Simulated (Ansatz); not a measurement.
A trial cell of Hf2ZrS6, before relaxation:

```xyz
9
Lattice="6.2298 0.0000 0.0000 -3.1149 5.3952 0.0000 0.0000 0.0000 5.8863" Properties=species:S:1:pos:R:3 pbc="T T T"
Zr    0.0000    0.0000    0.0000
Hf    0.0000    3.5968    0.0000
Hf    3.1149    1.7984    0.0000
S     4.1532    0.0000    4.4859
S     1.0383    1.7984    4.4859
S    -2.0766    3.5968    4.4859
S     2.0766    0.0000    1.4004
S    -1.0383    1.7984    1.4004
S     2.0766    3.5968    1.4004
```

Level of theory: DFT PBE, scalar-relativistic, plane waves, PAW (Ansatz 0.2.0). Cutoff 420 eV, Gaussian smearing, Γ-centred meshes. Cell and atoms relax first on a coarse mesh and then on a converged one. In between, the cell is made exact in the group found at 0.06 Å. The steps can't lower the symmetry of their start. No spin polarisation.

A guess keeps its type if space group and coordination stay and the shape of the cell changes little (axis ratios within about 15 %, angles within 6°); the volume may change.

Question: Does this structure survive the relaxation?

Answer: It keeps its type. The symmetry stays P-31m (No. 162). The volume per atom grows by 19.9 %, from 22.0 to 26.4 Å³. The shortest distance goes from 2.50 Å (Hf–S and Zr–S) to 2.56 Å (Hf–S). The ratio c/a of the conventional cell changes by a factor of 1.14. Counting neighbours within 15 % of an atom's shortest distance, the start has Hf 6, S 3, Zr 6 and the end Hf 6, S 3, Zr 6.

The last run used a 6×6×4 mesh (in the run's order of axes) for its 9-atom cell and Gaussian smearing of 0.02 eV. No dispersion correction is applied, so the spacing and binding between layers, chains or molecules are poorly described. Spin–orbit coupling, which can matter for Hf, is left out. A structure relaxed within its symmetry needn't be a true minimum.
